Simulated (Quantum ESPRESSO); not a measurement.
# Zn2HfSn3W2: input and log of a self-consistent run

Computed values, not a measurement. The program is pw.x of Quantum ESPRESSO 7.5 (plane-wave density functional theory). The cell is made up: eight metal atoms on a face-centred cubic lattice, with elements, volume, strain and displacements drawn at random and not relaxed, so it may be unstable or far from any real phase. PseudoDojo standard norm-conserving files set the functional (PBE unless stated); there is no spin polarisation or spin-orbit coupling, the Fermi-Dirac width of 0.25 eV means electrons at about 2900 K, and the masses in the input are unused placeholders. The tin pseudopotential is less sure than most, with forces differing by about three percent from a second method on plain tin. Heavy elements are run without spin-orbit coupling, which real alloys of them have. A spin test at this wide smearing found no moment, but such smearing suppresses magnetism that the real alloy may have.

Input:

```
&control calculation='scf', pseudo_dir='./dojo.nc.sr.pbe.v0_5.standard.upf', outdir='./o', disk_io='minimal', tprnfor=.true., tstress=.true. /
&system ibrav=0, nat=8, ntyp=4, nbnd=73, ecutwfc=84.00895049, nosym=.true., tot_charge=0,
 occupations='smearing', smearing='fd', degauss=0.0183746611
/
&electrons conv_thr=1.470e-08, electron_maxstep=70, mixing_beta=0.5 /
ATOMIC_SPECIES
Hf 1.0 Hf.upf
Sn 1.0 Sn.upf
W 1.0 W.upf
Zn 1.0 Zn.upf
CELL_PARAMETERS angstrom
-4.0108 -0.005 -0.0227
0.0177 -4.1589 4.0302
0.0188 6.2048 1.9816
ATOMIC_POSITIONS angstrom
Zn -0.0639 0.0704 -0.0055
Hf 0.1161 1.9962 2.0002
Sn -0.0356 -2.0012 2.1026
W -0.0496 -0.0941 4.0594
Zn -1.9795 4.091 1.985
Sn -2.054 0.0217 2.0035
W -2.1007 1.9517 4.0752
Sn -1.8541 -2.0689 4.0391
K_POINTS automatic
6 5 4 1 1 1
```

The log is shortened where brackets say so; the opening notice, blank lines, dates and the lines on written files are dropped, and the path of the files is cut. It prints rydbergs, bohrs and kilobars, and counts compression as positive stress. Its total energy is the free energy E - TS of the whole cell.

```
     Program PWSCF v.7.5
     Parallel version (MPI & OpenMP), running on       4 processor cores
     Number of MPI processes:                 4
     Threads/MPI process:                     1
     [start-up lines left out]
     bravais-lattice index     =            0
     lattice parameter (alat)  =       7.5794  a.u.
     unit-cell volume          =     899.8638 (a.u.)^3
     number of atoms/cell      =            8
     number of atomic types    =            4
     number of electrons       =       122.00
     number of Kohn-Sham states=           73
     kinetic-energy cutoff     =      84.0090  Ry
     charge density cutoff     =     336.0358  Ry
     scf convergence threshold =      1.5E-08
     mixing beta               =       0.5000
     number of iterations used =            8  plain     mixing
     Exchange-correlation= PBE
                           (   1   4   3   4   0   0   0)
     [axes and pseudopotential details left out]
   Cartesian axes
     site n.     atom                  positions (alat units)
         1        Zn     tau(   1) = (  -0.0159317   0.0175523  -0.0013713  )
         2        Hf     tau(   2) = (   0.0289464   0.4976978   0.4986951  )
         3        Sn     tau(   3) = (  -0.0088759  -0.4989444   0.5242258  )
         4        W      tau(   4) = (  -0.0123664  -0.0234613   1.0121003  )
         5        Zn     tau(   5) = (  -0.4935341   1.0199789   0.4949054  )
         6        Sn     tau(   6) = (  -0.5121087   0.0054103   0.4995179  )
         7        W      tau(   7) = (  -0.5237521   0.4866030   1.0160396  )
         8        Sn     tau(   8) = (  -0.4622691  -0.5158236   1.0070390  )
     number of k points=    60  Fermi-Dirac smearing, width (Ry)=  0.0184
                       cart. coord. in units 2pi/alat
        k(    1) = (  -0.0841621   0.0369710   0.1380415), wk =   0.0333333
        k(    2) = (  -0.0850235   0.1585182   0.2634740), wk =   0.0333333
     [further k points left out]
     Dense  grid:    93551 G-vectors     FFT dimensions: (  45,  64,  72)
     Estimated max dynamical RAM per process >     370.89 MB
     Estimated total dynamical RAM >       1.38 GB
     Initial potential from superposition of free atoms
     starting charge     121.9922, renormalised to     122.0000
     Starting wfcs are   77 randomized atomic wfcs
     total cpu time spent up to now is        7.8 secs
     per-process dynamical memory:   297.2 Mb
     Self-consistent Calculation
     iteration #  1     ecut=    84.01 Ry     beta= 0.50
     Davidson diagonalization with overlap
     ethr =  1.00E-02,  avg # of iterations =  3.7
     Threshold (ethr) on eigenvalues was too large:
     Diagonalizing with lowered threshold
     Davidson diagonalization with overlap
     ethr =  7.50E-04,  avg # of iterations =  2.0
     total cpu time spent up to now is       42.7 secs
     total energy              =   -1724.45926879 Ry
     estimated scf accuracy    <       0.90435635 Ry
     iteration #  2     ecut=    84.01 Ry     beta= 0.50
     Davidson diagonalization with overlap
     ethr =  7.41E-04,  avg # of iterations =  4.5
     total cpu time spent up to now is       63.6 secs
     total energy              =   -1724.50642510 Ry
     estimated scf accuracy    <       2.73827825 Ry
     iteration #  3     ecut=    84.01 Ry     beta= 0.50
     Davidson diagonalization with overlap
     ethr =  7.41E-04,  avg # of iterations =  2.6
     total cpu time spent up to now is       81.0 secs
     total energy              =   -1724.84694785 Ry
     estimated scf accuracy    <       0.28509769 Ry
     iteration #  4     ecut=    84.01 Ry     beta= 0.50
     Davidson diagonalization with overlap
     ethr =  2.34E-04,  avg # of iterations =  2.2
     total cpu time spent up to now is       97.2 secs
     total energy              =   -1724.88164649 Ry
     estimated scf accuracy    <       0.10697692 Ry
     iteration #  5     ecut=    84.01 Ry     beta= 0.50
     Davidson diagonalization with overlap
     ethr =  8.77E-05,  avg # of iterations =  2.2
     total cpu time spent up to now is      114.2 secs
     total energy              =   -1724.89163188 Ry
     estimated scf accuracy    <       0.02858521 Ry
     [iterations 6 to 7 left out]
     iteration #  8     ecut=    84.01 Ry     beta= 0.50
     Davidson diagonalization with overlap
     ethr =  3.53E-07,  avg # of iterations =  2.5
     total cpu time spent up to now is      171.6 secs
     total energy              =   -1724.89628866 Ry
     estimated scf accuracy    <       0.00004822 Ry
     iteration #  9     ecut=    84.01 Ry     beta= 0.50
     Davidson diagonalization with overlap
     ethr =  3.95E-08,  avg # of iterations =  3.1
     total cpu time spent up to now is      190.8 secs
     total energy              =   -1724.89629545 Ry
     estimated scf accuracy    <       0.00001121 Ry
     iteration # 10     ecut=    84.01 Ry     beta= 0.50
     Davidson diagonalization with overlap
     ethr =  9.19E-09,  avg # of iterations =  2.1
     total cpu time spent up to now is      207.9 secs
     total energy              =   -1724.89629617 Ry
     estimated scf accuracy    <       0.00000188 Ry
     iteration # 11     ecut=    84.01 Ry     beta= 0.50
     Davidson diagonalization with overlap
     ethr =  1.54E-09,  avg # of iterations =  2.5
     total cpu time spent up to now is      226.3 secs
     total energy              =   -1724.89629649 Ry
     estimated scf accuracy    <       0.00000009 Ry
     iteration # 12     ecut=    84.01 Ry     beta= 0.50
     Davidson diagonalization with overlap
     ethr =  7.03E-11,  avg # of iterations =  4.8
     total cpu time spent up to now is      248.5 secs
     End of self-consistent calculation
     [lines on levels left out]
!    total energy              =   -1724.89629651 Ry
     estimated scf accuracy    <       0.00000001 Ry
     smearing contrib. (-TS)   =      -0.06994470 Ry
     internal energy E=F+TS    =   -1724.82635181 Ry
     The total energy is F=E-TS. E is the sum of the following terms:
     one-electron contribution =    -715.60054432 Ry
     hartree contribution      =     435.64241880 Ry
     xc contribution           =    -317.99607045 Ry
     ewald contribution        =   -1126.87215584 Ry
     convergence has been achieved in  12 iterations
     Forces acting on atoms (cartesian axes, Ry/au):
     atom    1 type  4   force =     0.00792145   -0.06011653   -0.03615821
     atom    2 type  1   force =    -0.06274025    0.07143359    0.08126934
     atom    3 type  2   force =     0.03284208   -0.09066972   -0.10378442
     atom    4 type  3   force =     0.04508015    0.11665879    0.02082807
     atom    5 type  4   force =    -0.00272882    0.00893262    0.00576000
     atom    6 type  2   force =     0.03437657    0.00629058   -0.00942596
     atom    7 type  3   force =     0.02694831   -0.01104727    0.01656955
     atom    8 type  2   force =    -0.08169947   -0.04148206    0.02494164
     Total force =     0.261429     Total SCF correction =     0.000547
     Computing stress (Cartesian axis) and pressure
          total   stress  (Ry/bohr**3)                   (kbar)     P=      257.62
   0.00155102  -0.00002647  -0.00016699          228.16       -3.89      -24.56
  -0.00002647   0.00171122  -0.00029350           -3.89      251.73      -43.18
  -0.00016699  -0.00029350   0.00199166          -24.56      -43.18      292.98
     init_run     :      7.21s CPU      7.48s WALL (       1 calls)
     electrons    :    235.87s CPU    240.66s WALL (       1 calls)
     forces       :      3.25s CPU      3.27s WALL (       1 calls)
     stress       :     12.30s CPU     12.51s WALL (       1 calls)
     [timing details left out]
     PWSCF        :   4m18.99s CPU   4m24.37s WALL
     JOB DONE.
```

In other units: free energy -23468.410 eV for the cell, pressure 25.76 GPa, largest force component 2.999 eV/Å in size. The run took 266 s of wall time with four MPI processes on a shared machine (Intel Xeon, 2023 or later, virtual cores), so the time is rough. A rerun of this cell at a higher cutoff and on a denser mesh moved values by no more than 0.008 eV in energy, 0.06 GPa in stress and 0.018 eV/Å in force, and a second program with other atomic files agreed on that cell to 2 % rms in force and 0.5 GPa in pressure.